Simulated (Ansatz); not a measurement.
The relaxed structure here is a generated cell of BW2: the first start was made by a random draw of sites in a space group, and the end was not matched to a known phase here, so it may be hypothetical.

The end point of a relaxation of BW₂. Computed with PBEsol (plane waves to 420 eV, PAW, scalar-relativistic; Ansatz, a quantum-chemistry and plane-wave program).

```cif
data_BW2
_chemical_formula_sum 'B1 W2'
_space_group_name_H-M_alt 'P 1'
_space_group_IT_number 1
_cell_length_a 3.86217
_cell_length_b 3.86217
_cell_length_c 3.86217
_cell_angle_alpha 121.298
_cell_angle_beta 121.298
_cell_angle_gamma 87.766
loop_
_space_group_symop_operation_xyz
  'x, y, z'
loop_
_atom_site_label
_atom_site_type_symbol
_atom_site_fract_x
_atom_site_fract_y
_atom_site_fract_z
_atom_site_occupancy
B1 B 0.50000 0.50000 0.00000 1
W1 W 0.75000 0.25000 0.50000 1
W2 W 0.25000 0.75000 0.50000 1
```

Question: Find the space group and the Wyckoff positions (tolerance 0.01 Å).

Answer: Space group I4/mmm (No. 139); a = 3.786 Å, b = 3.786 Å, c = 5.567 Å, α = 90.00°, β = 90.00°, γ = 90.00°

```tsv
atom	site	symmetry	x	y	z
B	2b	4/mmm	0.0000	0.0000	0.5000
W	4d	-4m2	0.0000	0.5000	0.2500
```

Question: Give the shortest distances between elements (the closest pairs, up to four, under 3.6 Å).

Answer: B–W 2.35 Å; W–W 2.68 Å.

```json
{
  "volume_per_atom": "13.30 Å³",
  "density": "15.75 g/cm³",
  "band_gap": "zero (metallic)"
}
```

No spin polarisation in the result. The relaxed primitive cell holds an odd number of electrons. A magnetic state may lie lower.

The run could not lose the symmetry of its start: the end is stationary, and may be a saddle point rather than a minimum.
